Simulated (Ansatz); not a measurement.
BaTiO3:
```
BaTiO3
1.0
    3.99407     0.00000     0.00000
    0.00000     3.99407     0.00000
    0.00000     0.00000     3.99407
Ba Ti O
1 1 3
Cartesian
  0.00000   0.00000   0.00000
  1.99703   1.99703   1.99703
  0.00000   1.99703   1.99703
  1.99703   1.99703   0.00000
  1.99703   0.00000   1.99703
```

Relaxed with r²SCAN.

Question: Map the electron localisation function on the plane through (0.000, 0.000, 0.000) spanned by u = [1, 0, 0] and v = [0, 1, 1] in lattice vectors, from the program Ansatz at the r²SCAN level (PAW).

Answer: x is the fraction of u, y of v (the angle between them is 90°; rows are the nearest grid lines); atoms in the plane: Ba at (0.00, 0.00), Ti at (0.50, 0.50), O at (0.00, 0.50).
```
y \ x   0.000  0.100  0.200  0.250  0.350  0.450  0.550  0.650  0.750  0.800  0.900   1.00
------  -----  -----  -----  -----  -----  -----  -----  -----  -----  -----  -----  -----
1.00    0.000  0.179  0.876  0.867  0.318  0.015  0.015  0.318  0.867  0.876  0.179  0.000
0.929   0.189  0.650  0.879  0.817  0.152  0.019  0.019  0.152  0.817  0.879  0.650  0.189
0.857   0.872  0.873  0.736  0.427  0.042  0.037  0.037  0.042  0.427  0.736  0.873  0.872
0.786   0.542  0.418  0.117  0.050  0.043  0.062  0.062  0.043  0.050  0.117  0.418  0.542
0.679   0.468  0.380  0.138  0.061  0.036  0.063  0.063  0.036  0.061  0.138  0.380  0.468
0.607   0.827  0.811  0.497  0.137  0.246  0.625  0.625  0.246  0.137  0.497  0.811  0.827
0.536   0.433  0.771  0.633  0.183  0.640  0.258  0.258  0.640  0.183  0.633  0.771  0.433
0.464   0.433  0.771  0.633  0.183  0.640  0.258  0.258  0.640  0.183  0.633  0.771  0.433
0.393   0.827  0.811  0.497  0.137  0.246  0.625  0.625  0.246  0.137  0.497  0.811  0.827
0.321   0.468  0.380  0.138  0.061  0.036  0.063  0.063  0.036  0.061  0.138  0.380  0.468
0.214   0.542  0.418  0.117  0.050  0.043  0.062  0.062  0.043  0.050  0.117  0.418  0.542
0.143   0.872  0.873  0.736  0.427  0.042  0.037  0.037  0.042  0.427  0.736  0.873  0.872
0.0714  0.189  0.650  0.879  0.817  0.152  0.019  0.019  0.152  0.817  0.879  0.650  0.189
0.000   0.000  0.179  0.876  0.867  0.318  0.015  0.015  0.318  0.867  0.876  0.179  0.000
```

The density is the valence pseudo-density with augmentation charge, so density and ELF within about 1 Å of a nucleus are not all-electron values.

Space group Pm-3m (cubic perovskite). This is a known high-temperature phase of the composition, computed here at zero pressure and temperature. The r²SCAN relaxation kept the symmetry of its start. At this level the phase is dynamically unstable (imaginary phonons). The run is not spin-polarised. Spin–orbit coupling is left out wherever it is not named.

Potentials: the later of the program's two PAW sets.
